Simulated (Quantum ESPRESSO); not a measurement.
Simulation results for TaTi₂Au₅ (simulated cell), TaTi₂Ga₄Ag (simulated cell), TaTi₂InSn₂Mo₂ (simulated cell), TaTi₂Pd₂W₃ (simulated cell)

Computed with Quantum ESPRESSO 7.5. Calculation on a made-up metal alloy cell, not a measurement: no spin or spin-orbit, unrelaxed, 2900 K smearing, stress positive in tension, cell energy less fitted offsets; periodic Kohn-Sham density functional theory in plane waves with PseudoDojo standard norm-conserving scalar-relativistic pseudopotentials, each functional with its own files (v0.5 for PBE, v0.4.1 for LDA and PBEsol), eight atoms on drawn sites of a strained close-packed or body-centred lattice, each displaced and held fixed; the energy is the cell's free energy, ions and the entropy term -TS included, at the stated Fermi-Dirac width, less a fixed offset for each atom's element (shifted free energy); compositions with an open d shell lost a parallel starting moment in a cheaper test run, and other magnetic orders were not tried; an error bar is the largest change of its kind in a tighter rerun, never given below 0.002 eV, 0.02 GPa or 0.003 eV/angstrom, and covers cutoff and k-mesh only, not smearing or the files.

Settings shared by all entries: lattice type face-centred cubic; functional pbe; cutoff 1143 eV; fermi dirac smearing 0.25 eV; electrons removed 0; run command mpirun -np 4 pw.x -nk 4 -in in; run processor Intel Xeon, 2023 or later, virtual cores.

Notes on all entries: heavy elements are run without spin-orbit coupling, which real alloys of them have; a spin test at this wide smearing found no moment, but such smearing suppresses magnetism that the real alloy may have; lattice, volume and sites are drawn at random and may be unstable or far from any real phase; energies are for the whole cell, less offsets fitted to these runs, so they are not formation energies.

(1) TaTi₂Au₅ (simulated cell)

```cif
# cell vector a (Å): 1.9270 4.1081 1.9722
# cell vector b (Å): 2.0179 -4.1576 1.9804
# cell vector c (Å): 4.0477 -0.0413 -4.0554
data_TaTi2Au5
_symmetry_space_group_name_H-M 'P 1'
_symmetry_Int_Tables_number 1
_cell_length_a 4.9477
_cell_length_b 5.0279
_cell_length_c 5.7299
_cell_angle_alpha 89.387
_cell_angle_beta 90.743
_cell_angle_gamma 111.918
_cell_volume 132.22
loop_
_atom_site_label
_atom_site_type_symbol
_atom_site_fract_x
_atom_site_fract_y
_atom_site_fract_z
_atom_site_occupancy
Au1 Au 0.01310 0.00047 0.00912 1
Au2 Au 0.00203 0.02285 0.51629 1
Ti1 Ti 0.99638 0.49535 0.24842 1
Au3 Au 0.99907 0.49578 0.75110 1
Ta1 Ta 0.49739 0.00542 0.25884 1
Au4 Au 0.49398 0.02172 0.76099 1
Ti2 Ti 0.50394 0.49171 0.02238 1
Au5 Au 0.50189 0.50902 0.50651 1
```

* k mesh: 5 x 5 x 4 shifted half a step off Gamma on each axis
* entropy term negative ts: -1.444 eV
* pressure: 11.61 GPa
* stress xx: -13.07 GPa
* stress yy: -8.59 GPa
* stress zz: -13.16 GPa
* stress yz: 0.03738 GPa
* stress xz: -0.67 GPa
* stress xy: -2.11 GPa
* shifted free energy: -0.322 eV

Atoms:
```csv
atoms element,atom site,atom energy offset (eV)
Au,1,-4032.82
Au,2,-4032.82
Ti,3,-1615.4
Au,4,-4032.82
Ta,5,-1771.44
Au,6,-4032.82
Ti,7,-1615.4
Au,8,-4032.82
```

Forces:
```csv
site,x (eV/Å),y (eV/Å),z (eV/Å)
1,0.032,-0.667,-1.119
2,-1.276,0.395,0.101
3,0.615,-0.059,-0.183
4,1,-0.369,0.005
5,0.341,0.461,-0.464
6,-0.072,1.023,-0.449
7,-0.643,-0.611,1.423
8,0.003,-0.174,0.687
```

Notes: error bars: energy 0.002 eV, stress 0.08 GPa, force 0.0048 eV/Å, from a tighter rerun of this cell; 14 SCF iterations, 184 s of wall time on a shared machine.

(2) TaTi₂Ga₄Ag (simulated cell)

```cif
# cell vector a (Å): 0.0215 2.1264 2.1600
# cell vector b (Å): -4.1294 -0.0335 -0.0094
# cell vector c (Å): -0.0483 -8.3732 8.5074
data_TaTi2Ga4Ag
_symmetry_space_group_name_H-M 'P 1'
_symmetry_Int_Tables_number 1
_cell_length_a 3.0311
_cell_length_b 4.1295
_cell_length_c 11.9369
_cell_angle_alpha 89.535
_cell_angle_beta 89.097
_cell_angle_gamma 90.825
_cell_volume 149.38
loop_
_atom_site_label
_atom_site_type_symbol
_atom_site_fract_x
_atom_site_fract_y
_atom_site_fract_z
_atom_site_occupancy
Ga1 Ga 0.03438 0.99508 0.99269 1
Ga2 Ga 0.94601 0.99994 0.25653 1
Ga3 Ga 0.01269 0.98064 0.50962 1
Ag1 Ag 0.98207 0.02465 0.74820 1
Ti1 Ti 0.44984 0.51465 0.12589 1
Ti2 Ti 0.50346 0.49272 0.36815 1
Ta1 Ta 0.50784 0.49038 0.61798 1
Ga4 Ga 0.50291 0.47897 0.86049 1
```

- k mesh: 8 x 6 x 2 shifted half a step off Gamma on each axis
- entropy term negative ts: -1.267 eV
- pressure: -8.37 GPa
- stress xx: 7.58 GPa
- stress yy: 8.81 GPa
- stress zz: 8.71 GPa
- stress yz: -0.76 GPa
- stress xz: -0.24 GPa
- stress xy: 0.58 GPa
- shifted free energy: -0.608 eV

Atoms:
```csv
atoms element,atom site,atom energy offset (eV)
Ga,1,-2081.03
Ga,2,-2081.03
Ga,3,-2081.03
Ag,4,-4218.03
Ti,5,-1615.4
Ti,6,-1615.4
Ta,7,-1771.44
Ga,8,-2081.03
```

Forces:
```csv
site,x (eV/Å),y (eV/Å),z (eV/Å)
1,0.005,-0.526,0.206
2,-0.039,0.418,0.02
3,-0.24,0.256,-0.339
4,0.779,0.033,0.127
5,0.151,0.282,-0.091
6,0.01,-0.555,0.295
7,-0.279,0.32,-0.405
8,-0.388,-0.227,0.187
```

Notes: error bars: energy 0.012 eV, stress 0.16 GPa, force 0.018 eV/Å, from a tighter rerun of a related cell, whose elements or sites may differ; 17 SCF iterations, 178 s of wall time on a shared machine.

(3) TaTi₂InSn₂Mo₂ (simulated cell)

```cif
# cell vector a (Å): 0.0000 -2.1289 -2.1289
# cell vector b (Å): -4.2579 2.1289 -2.1289
# cell vector c (Å): 6.3868 6.3868 -4.2579
data_TaTi2InSn2Mo2
_symmetry_space_group_name_H-M 'P 1'
_symmetry_Int_Tables_number 1
_cell_length_a 3.0107
_cell_length_b 5.2148
_cell_length_c 9.9856
_cell_angle_alpha 94.994
_cell_angle_beta 98.671
_cell_angle_gamma 90.000
_cell_volume 154.38
loop_
_atom_site_label
_atom_site_type_symbol
_atom_site_fract_x
_atom_site_fract_y
_atom_site_fract_z
_atom_site_occupancy
Mo1 Mo 0.02661 0.03123 0.01009 1
Ti1 Ti 0.05981 0.37698 0.25405 1
Ti2 Ti 0.23800 0.73324 0.52029 1
In1 In 0.35232 0.10125 0.75377 1
Sn1 Sn 0.54097 0.51293 0.00622 1
Mo2 Mo 0.59671 0.85873 0.25941 1
Ta1 Ta 0.71887 0.27787 0.50077 1
Sn2 Sn 0.85075 0.61305 0.75101 1
```

- k mesh: 8 x 5 x 3 shifted half a step off Gamma on each axis
- entropy term negative ts: -1.867 eV
- pressure: 0.31 GPa
- stress xx: 0.61 GPa
- stress yy: -1.31 GPa
- stress zz: -0.22 GPa
- stress yz: -0.65 GPa
- stress xz: 0.17 GPa
- stress xy: -0.08027 GPa
- shifted free energy: 0.86 eV

Atoms:
```csv
atoms element,atom site,atom energy offset (eV)
Mo,1,-1911.95
Ti,2,-1615.4
Ti,3,-1615.4
In,4,-1808.02
Sn,5,-2144.16
Mo,6,-1911.95
Ta,7,-1771.44
Sn,8,-2144.16
```

Forces:
```csv
site,x (eV/Å),y (eV/Å),z (eV/Å)
1,0.992,0.15,-0.476
2,0.311,-0.346,-0.045
3,-1.822,-0.646,0.78
4,-0.332,0.027,-0.126
5,0.623,1.239,-0.699
6,-0.216,0.453,-0.209
7,0.75,-0.888,0.923
8,-0.306,0.011,-0.149
```

Notes: the tin pseudopotential is less sure than most, with forces differing by about three percent from a second method on plain tin; error bars: energy 0.0033 eV, stress 0.073 GPa, force 0.012 eV/Å, from a tighter rerun of this cell; 25 SCF iterations, 360 s of wall time on a shared machine.

(4) TaTi₂Pd₂W₃ (simulated cell)

```cif
# cell vector a (Å): 2.0440 4.0880 2.0440
# cell vector b (Å): 2.0440 -4.0880 2.0440
# cell vector c (Å): 2.0440 0.0000 -6.1319
data_TaTi2Pd2W3
_symmetry_space_group_name_H-M 'P 1'
_symmetry_Int_Tables_number 1
_cell_length_a 5.0068
_cell_length_b 5.0068
_cell_length_c 6.4636
_cell_angle_alpha 104.963
_cell_angle_beta 104.963
_cell_angle_gamma 109.471
_cell_volume 136.63
loop_
_atom_site_label
_atom_site_type_symbol
_atom_site_fract_x
_atom_site_fract_y
_atom_site_fract_z
_atom_site_occupancy
Pd1 Pd 0.00687 0.00281 0.00401 1
W1 W 0.12219 0.60928 0.24965 1
Ti1 Ti 0.23247 0.23937 0.47865 1
W2 W 0.36613 0.88228 0.74371 1
Pd2 Pd 0.46835 0.47826 0.00349 1
Ta1 Ta 0.63295 0.11940 0.25108 1
Ti2 Ti 0.78394 0.77004 0.50551 1
W3 W 0.86560 0.38756 0.77766 1
```

* k mesh: 5 x 5 x 4 shifted half a step off Gamma on each axis
* entropy term negative ts: -1.921 eV
* pressure: -6.08 GPa
* stress xx: 7.08 GPa
* stress yy: 3.76 GPa
* stress zz: 7.41 GPa
* stress yz: -0.74 GPa
* stress xz: 0.52 GPa
* stress xy: 0.07394 GPa
* shifted free energy: 0.515 eV

Atoms:
```csv
atoms element,atom site,atom energy offset (eV)
Pd,1,-3687.45
W,2,-2063.48
Ti,3,-1615.4
W,4,-2063.48
Pd,5,-3687.45
Ta,6,-1771.44
Ti,7,-1615.4
W,8,-2063.48
```

Forces:
```csv
site,x (eV/Å),y (eV/Å),z (eV/Å)
1,-0.667,0.066,-0.153
2,0.73,-0.462,-0.057
3,1.47,0.231,-0.805
4,-0.288,0.79,0.396
5,0.456,0.053,0.777
6,-0.465,-0.6,-0.024
7,-0.569,-0.347,-0.952
8,-0.667,0.269,0.819
```

Notes: error bars: energy 0.0032 eV, stress 0.02 GPa, force 0.0071 eV/Å, from a tighter rerun of this cell; 22 SCF iterations, 320 s of wall time on a shared machine.

(5) TaTi₂Pd₂W₃ (simulated cell)

```cif
# cell vector a (Å): 2.0440 4.0880 2.0440
# cell vector b (Å): 2.0440 -4.0880 2.0440
# cell vector c (Å): 2.0440 0.0000 -6.1319
data_TaTi2Pd2W3
_symmetry_space_group_name_H-M 'P 1'
_symmetry_Int_Tables_number 1
_cell_length_a 5.0068
_cell_length_b 5.0068
_cell_length_c 6.4636
_cell_angle_alpha 104.963
_cell_angle_beta 104.963
_cell_angle_gamma 109.471
_cell_volume 136.63
loop_
_atom_site_label
_atom_site_type_symbol
_atom_site_fract_x
_atom_site_fract_y
_atom_site_fract_z
_atom_site_occupancy
Ta1 Ta 0.00687 0.00281 0.00401 1
Ti1 Ti 0.12219 0.60928 0.24965 1
W1 W 0.23247 0.23937 0.47865 1
Pd1 Pd 0.36613 0.88228 0.74371 1
W2 W 0.46835 0.47826 0.00349 1
W3 W 0.63295 0.11940 0.25108 1
Pd2 Pd 0.78394 0.77004 0.50551 1
Ti2 Ti 0.86560 0.38756 0.77766 1
```

- k mesh: 5 x 5 x 4 shifted half a step off Gamma on each axis
- entropy term negative ts: -1.916 eV
- pressure: -5.26 GPa
- stress xx: 4.16 GPa
- stress yy: 4.98 GPa
- stress zz: 6.64 GPa
- stress yz: 2.59 GPa
- stress xz: 0.26 GPa
- stress xy: 3.05 GPa
- shifted free energy: 0.113 eV

Atoms:
```csv
atoms element,atom site,atom energy offset (eV)
Ta,1,-1771.44
Ti,2,-1615.4
W,3,-2063.48
Pd,4,-3687.45
W,5,-2063.48
W,6,-2063.48
Pd,7,-3687.45
Ti,8,-1615.4
```

Forces:
```csv
site,x (eV/Å),y (eV/Å),z (eV/Å)
1,-1.15,0.198,-0.135
2,1.321,-0.605,-0.634
3,0.913,0.062,-0.458
4,0.031,0.883,-0.072
5,0.771,-0.175,0.833
6,-0.032,-0.092,-0.084
7,-0.751,-0.384,-0.527
8,-1.103,0.113,1.076
```

Notes: error bars: energy 0.0032 eV, stress 0.02 GPa, force 0.0071 eV/Å, from a tighter rerun of a related cell, whose elements or sites may differ; 21 SCF iterations, 289 s of wall time on a shared machine.
